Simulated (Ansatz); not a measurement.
## Lu: atom 2 slides by one cell vector a

All numbers below come from Ansatz 0.2.0, DFT, PBEsol, all-electron LAPW, scalar-relativistic.

Command: `ansatz run input.yaml --threads 4 --pin off --max-ram 4096MiB --backend cpu --events-out ev --progress --plain --runs-dir out` The run took about 3700 s on 4 threads of a shared machine.

```yaml
crystal:
  lattice:
    - [3.5031, 0.0, 0.0]
    - [-1.75155, 3.033773592, 0.0]
    - [0.0, 0.0, 5.5509]
  atoms:
    - { symbol: Lu, position: [0.3333333333, 0.6666666667, 0.25] }
    - { symbol: Lu, position: [0.6666666667, 0.3333333333, 0.75] }
kpoints:
  mp_grid: { grid: [7, 7, 4] }
scf:
  occupations: { method: fermi_dirac, width: 0.05 }
hamiltonian:
  xc: pbesol
  pseudopotentials: { kind: all_electron, lapw: { basis_error: 0.001 } }
output:
  forces: true
neb:
  images: 5
  f_tol: 0.05
  max_iterations: 40
  relax_end_points: true
  final_atoms:
    - { symbol: Lu, position: [0.3333333333, 0.6666666667, 0.25] }
    - { symbol: Lu, position: [1.6666666667, 0.3333333333, 0.75] }
```

No spin–orbit coupling, which matters for the heavy atoms here.

The geometry is COD entry 9010998, unchecked; take it as a test cell.

Energies of the images in meV per cell, from the first image of the last iteration (-792244.2539 eV):

```tsv
iteration	image 0	image 1	image 2	image 3	image 4	image 5	image 6
0	0	237	591	757	591	237	0
1	0	215	357	332	357	215	0
2	0	228	285	60	285	228	0
```

Give the energy profile of the last iteration and its highest point.

0, 159, 343, 55, 177, 277, 0 meV; the highest image, number 2, lies 343 meV over the first. All periodic images of the moving atoms move together, so this isn't the barrier of a lone defect. With so few images, further maxima between them can be missed.

What are the positions (Å) and forces (eV/Å) of that image?


```
Lu    0.1445    2.2711    1.3877     0.006   0.003   0.000
Lu    2.7747    0.7627    4.1632    -0.006  -0.003   0.000
```
